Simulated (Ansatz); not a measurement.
Kick test of a cell of Ba₃Bi₂

The structure comes from a generated guess, relaxed at this level; another structure or a mixture of phases may lie lower.

Theory: Ansatz, DFT PBE, scalar-relativistic, plane waves, PAW. Plane waves to 420 eV, a k mesh through Γ of 6×6×4 on the computed 5-atom cell and Gaussian smearing (0.10 eV); no spin polarisation.

The cell below (5 atoms, space group P-4m2 (No. 115)) is relaxed within its symmetry.

```
CELL_PARAMETERS angstrom
5.02160 0.00000 0.00000
0.00000 5.02160 0.00000
0.00000 0.00000 9.63742
ATOMIC_POSITIONS crystal
Ba 0.00000 0.50000 0.35918
Ba 0.50000 0.00000 0.64082
Ba 0.50000 0.50000 0.00000
Bi 0.50000 0.00000 0.26432
Bi 0.00000 0.50000 0.73568
```

For the test a repeat of it with 10 atoms (edges 5.02, 5.02, 19.27 Å) was strained at random (σ = 1.5 % a component), the atoms were moved at random (σ = 0.15 Å), and all was relaxed again on a coarse 4×4×1 mesh (in the run’s order of axes) with 0.20 eV smearing, with no symmetry imposed.

Spin–orbit coupling, which can matter for Bi, is left out.

Problem. Does it come back?

Solution. It returns, within 1 meV/atom of the unmoved cell on that mesh and with the same symmetry when read at 0.1 Å (P1 at 0.01 Å, so small strains and shifts remain). No instability shows in this cell; modes of other wave vectors, which need another repeat, aren't tested.
